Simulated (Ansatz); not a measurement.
Data:

CaF2 (fluorite)

```cif
data_Ca4F8
_chemical_formula_sum 'Ca4 F8'
_space_group_name_H-M_alt 'Fm-3m'
_space_group_IT_number 225
_space_group_name_Hall '-F 4 2 3'
_cell_length_a 5.43920
_cell_length_b 5.43920
_cell_length_c 5.43920
_cell_angle_alpha 90.000
_cell_angle_beta 90.000
_cell_angle_gamma 90.000
loop_
_atom_site_label
_atom_site_type_symbol
_atom_site_symmetry_multiplicity
_atom_site_Wyckoff_symbol
_atom_site_fract_x
_atom_site_fract_y
_atom_site_fract_z
_atom_site_occupancy
Ca1 Ca 4 a 0.00000 0.00000 0.00000 1
F1 F 8 c 0.25000 0.25000 0.25000 1
```
(The calculation used a cell of 3 atoms; values per cell refer to that cell.)

E(V) scan at fixed shape, V₀ the volume above. Symmetry pins the atoms to their sites.

These are r2SCAN (plane waves to 500 eV, PAW, scalar-relativistic; Ansatz, an electronic-structure program) values and carry that method's errors. k mesh 11×11×11 (Γ-centred), Fermi-Dirac smearing 0.05 eV. The energy includes the smearing's −TS. Compression counts positive. CaF2 was relaxed with its symmetry unable to fall. The zero of ΔE is the relaxed starting cell.

The scan covers V/V₀ from 0.840 to 1.160 in 9 points.

### Question
What is the fitted pressure derivative B₀′?

### Answer
4.5.

### Question
What bulk modulus B₀ follows from a third-order Birch-Murnaghan fit?

### Answer
89.5 GPa.

(A scan under strain: stresses follow from slopes of the energy per volume, elastic moduli from its curvatures.)
